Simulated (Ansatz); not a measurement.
# PtPb₄: reading a single point

```
Pb Pt
1.0
    -3.29872    3.29872    3.29872
     3.29872   -3.29872    3.29872
     3.29872    3.29872   -3.29872
Pb Pt
4 1
Direct
  0.50000 0.50000 0.50000
  0.50000 0.00000 0.00000
  0.00000 0.00000 0.50000
  0.00000 0.50000 0.00000
  0.00000 0.00000 0.00000
```

The numbers come from plane-wave PAW DFT (Ansatz): r2SCAN, no spin polarisation, 500 eV, 7×7×7 Γ-centred k points, fermi-dirac occupations (width 0.1 eV). Nothing was relaxed.

- Formation energy: 0.12 eV an atom against the elements' usual phases (free molecules for gases, crystals otherwise, with no correction for O₂ or N₂), so at this geometry it isn't bound against them. Relaxing would lower it.
- Electronic structure: It is a metal, with about 3.5 states/eV a cell as the mean within 0.25 eV of the Fermi level, mostly Pb p (72 %) and Pt d (12 %).
- Charges: Bader charges in e: Pt -0.79, Pb +0.20. In the mean Pb gives up most and Pt takes most, against the order of Pauling's electronegativities.
- Contacts: Pb–Pt at 2.86 Å: least valence density 0.33 e/Å³ and ELF 0.28 there. Pb–Pb at 3.30 Å: least valence density 0.17 e/Å³ and ELF 0.26 there. These are pseudo-fields; inside the PAW spheres they differ from the all-electron ones.

Origin: a known structure type with other elements, at an estimated volume, so it need not be a known compound.
